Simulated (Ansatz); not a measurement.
# Structures of CdTe2: which is lowest?

Plane-wave DFT in Ansatz with scalar-relativistic PAW potentials, cutoff 420 eV, Γ-centred meshes chosen by cell and gap, Gaussian smearing with energies taken to zero width. Every cell was relaxed (cell and atoms) in a run of its own, within the symmetry of its start. Functional: PBE.

Relaxed structures (starts from databases or built by putting these elements on another compound's sites):
A. Pnnm, 6 atoms in the computed cell, a = 5.910 Å, b = 7.379 Å, c = 4.558 Å; sites (symmetry × multiplicity) Cd ..2/m × 2, Te ..m × 4; start: built
B. R-3m, 3 atoms in the computed cell, a = 4.203 Å, c = 17.673 Å; sites (symmetry × multiplicity) Cd -3m × 3, Te 3m × 6; start: built

Rank them by energy. Could pressure change the order?

```csv
structure,group,E − E(lowest) (meV/atom),V (Å³/atom),gap on mesh (eV)
A,Pnnm,0.0,33.13,0.00
B,R-3m,169,30.04,0.00
```

A is lowest, 169 meV/atom under B. B is denser by 3.09 Å³/atom, so pressure favours it: ΔE/ΔV, with ΔE in eV and 1 eV/Å³ = 160.2 GPa, gives about 9 GPa for equal enthalpy if both cells were rigid, a rough figure since the two compress differently. Other structures may lie lower than all of these, and vibrations aren't counted.

Spin-orbit coupling is left out, which matters for the bands of heavy elements.